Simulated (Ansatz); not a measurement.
Relaxed-ion elastic tensor of Sb (simple cubic, Pm-3m) in GPa (Voigt order), plane-wave PAW LDA (Ansatz code); density 7.19 g/cm³, 28.11 Å³ per atom.

```
 99.3   39.4   57.2   25.1    0.0    0.0
 39.4   99.3   57.2  -25.1    0.0    0.0
 57.2   57.2   81.5    0.0    0.0    0.0
 25.1  -25.1    0.0   47.7    0.0    0.0
  0.0    0.0    0.0    0.0   47.7   25.1
  0.0    0.0    0.0    0.0   25.1   30.0
```

Problem. Is the crystal mechanically stable?

Solution. Yes: the smallest eigenvalue of C is 12.2 GPa.

Problem. Work out the Voigt, Reuss and Hill averages.

Solution. K_V = 65.3, K_R = 65.3, K_H = 65.3; G_V = 33.5, G_R = 18.1, G_H = 25.8 GPa.

Problem. Give Young's modulus, Poisson's ratio, Pugh's ratio and the universal anisotropy index.

Solution. E = 9KG/(3K + G) = 68.4 GPa; ν = 0.33; K/G = 2.53 (ductile by the Pugh limit of 1.75); A_U = 5G_V/G_R + K_V/K_R − 6 = 4.27.

Problem. Estimate the sound speeds and the Debye temperature.

Solution. v_l = √((K + 4G/3)/ρ) = 3720 m/s, v_t = √(G/ρ) = 1890 m/s, mean 2120 m/s; Θ = (h/k)(3n/4πV)^(1/3) v_m = 208 K.

The first step of the workflow began from a Materials Project structure, measured or hypothetical; the Crystallography Open Database files this formula in space group No. 221, but the cells were not matched. It is not the phase usual at ambient conditions (space group No. 166). The cell was relaxed with LDA under the symmetry of its start; its stability against distortions is not shown here. As this level gives no gap, shear constants depend on the k-mesh and smearing (Fermi–Dirac, 0.1 eV here). Scalar-relativistic: spin–orbit coupling is off unless named, which matters more the heavier the elements.

Potentials: the later of the program's two PAW sets.
